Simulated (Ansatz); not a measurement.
An elastic tensor (GPa, Voigt order, standard axes) from PBEsol (plane waves, PAW; program Ansatz):

```
 154  34.0  34.0   0.0   0.0   0.0
34.0   154  34.0   0.0   0.0   0.0
34.0  34.0   154   0.0   0.0   0.0
 0.0   0.0   0.0  36.4   0.0   0.0
 0.0   0.0   0.0   0.0  36.4   0.0
 0.0   0.0   0.0   0.0   0.0  36.4
```

Q: Which compound is it?
A. MgAu, CsCl type
B. MgO, Pm-3n (Mg on 6c, O on 6d)
C. Mg3CdO4, Pm-3m (Mg on 3c, Cd on 1a, O on 3d, O on 1b)
D. NaMgF3, cubic perovskite

A: D, NaMgF3, cubic perovskite

The first step of the workflow began from a Materials Project structure, measured or hypothetical; the Crystallography Open Database copy checked does not list it. COD files the formula under space group No. 62, so this cell is another polymorph or a model. Its standing as an ambient phase is unchecked. Symmetry was held in the PBEsol relaxation. At this level the phase is dynamically unstable (imaginary phonons).

Potentials: the later of the program's two PAW sets.
